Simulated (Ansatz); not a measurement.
# TaN: computed property card

TaN:
```
CELL_PARAMETERS angstrom
      2.92386     0.00000     0.00000
     -1.46193     2.53214     0.00000
      0.00000     0.00000     2.87048
ATOMIC_POSITIONS crystal
  Ta 0.00000 0.00000 0.50000
  N  0.66667 0.33333 0.00000
```

Space group P-6m2 (No. 187); conventional cell a = b = 2.9239 Å, c = 2.8705 Å, α = β = 90.00°, γ = 120.00°.

Method: PBEsol (plane waves, PAW; program Ansatz). The cell and atoms are relaxed at this level. Other levels are named where they apply.

Cell and energy:

```json
{
  "volume_per_atom": "10.63 Å³",
  "density": "15.23 g/cm³",
  "Formation energy from the elements (no fitted shifts)": "-1.33 eV/atom"
}
```

Electronic structure:

```json
{
 "electronic_character": "no gap, with almost no states at the Fermi level (zero-gap or semimetallic)",
 "Density of states at the Fermi level": "0.03 states/eV per atom (mean over ±0.08 eV)",
 "Gap with spin–orbit coupling": "none (metallic)"
}
```

Mechanics:

```json
{
 "Bulk modulus (Birch–Murnaghan fit)": "3620 kbar",
 "Pressure derivative B′": "4.3",
 "Elastic constants (relaxed ions, GPa)": "C11 = 673, C12 = 217, C13 = 160, C33 = 856, C44 = 255",
 "mechanical_stability": "stable (all eigenvalues of C positive)",
 "hill_bulk_and_shear_moduli": "363 and 256 GPa",
 "Young's modulus": "622 GPa",
 "Poisson's ratio": "0.21",
 "debye_temperature_from_the_elastic_constants": "614 K"
}
```

Phonons:

```json
{
  "highest_zone_centre_frequency": "555 cm⁻¹",
  "zone_centre_stability": "no imaginary mode at Γ"
}
```

The workflow started from a Materials Project entry (that database holds measured and hypothetical structures alike); the Crystallography Open Database files this formula in space group No. 187, but the cells were not matched. It is not the phase usual at ambient conditions (space group No. 189). Symmetry was held in the PBEsol relaxation. No spin polarisation was allowed. A small band overlap can be real or an error of a semilocal functional. As this level gives no gap, shear constants depend on the k-mesh and smearing (Fermi–Dirac, 0.1 eV here). As this level gives no gap, phonon frequencies hold no LO–TO term and depend on the k-mesh and smearing (Fermi–Dirac, 0.1 eV here). The references are the lowest solids computed at this level, not always the standard phases (solids in place of the gases). Scalar-relativistic: spin–orbit coupling is off unless named, which matters more the heavier the elements.

Potentials: the earlier of the program's two PAW sets. The files were generated under PBE; for other functionals the program regenerates the frozen cores, and for LDA and PBEsol the local potential too.
